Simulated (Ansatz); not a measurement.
## MgS: how strain makes field gradients

```xyz
2
Lattice="0.0000 2.6016 2.6016 2.6016 0.0000 2.6016 2.6016 2.6016 0.0000" Properties=species:S:1:pos:R:3 pbc="T T T"
Mg    0.0000    0.0000    0.0000
S     2.6016    2.6016    2.6016
```

Atom numbers follow the list: Mg1, S2.

The cell is COD entry 9008672, as deposited and not checked against the literature; nothing was relaxed.

All numbers below come from DFT, PBEsol, all-electron PAW with datasets made for the crystal, scalar-relativistic in Ansatz 0.2.0.

Settings: a Γ-centred 10×10×10 k mesh, Fermi–Dirac smearing of 0.03 eV, cutoff 200 eV (chosen by the program for this cell), no spin polarisation.

The strain is applied along the Cartesian axes of the cell as listed (the other components stay zero). Fractional coordinates are held (clamped ions).

The columns are Cartesian components of the electric field gradient at the nuclei, in 10²¹ V/m².

Only quantities that a quadratic follows smoothly over the whole series are listed; rougher ones are left out.

```csv
εzz,Vzz at Mg1,Vzz at S2
-0.0200,-0.35,-0.16
-0.0100,-0.17,-0.07
0.0000,0.00,0.00
0.0200,0.32,0.11
```

Q: Fit the series and give the gradient–strain slopes.

A: Least-squares fits y = p0 + p1 x + p2 x² to the rows give Vzz at Mg1: p1 = 16.7, p2 = -39; Vzz at S2: p1 = 6.72, p2 = -66. The slopes p1 are in 10²¹ V/m² per unit strain, for clamped ions.

Q: One run, at εzz = 0.0100, is withheld. Predict its row.

A: The fits give 0.16, 0.06; the run gave 0.16, 0.06.
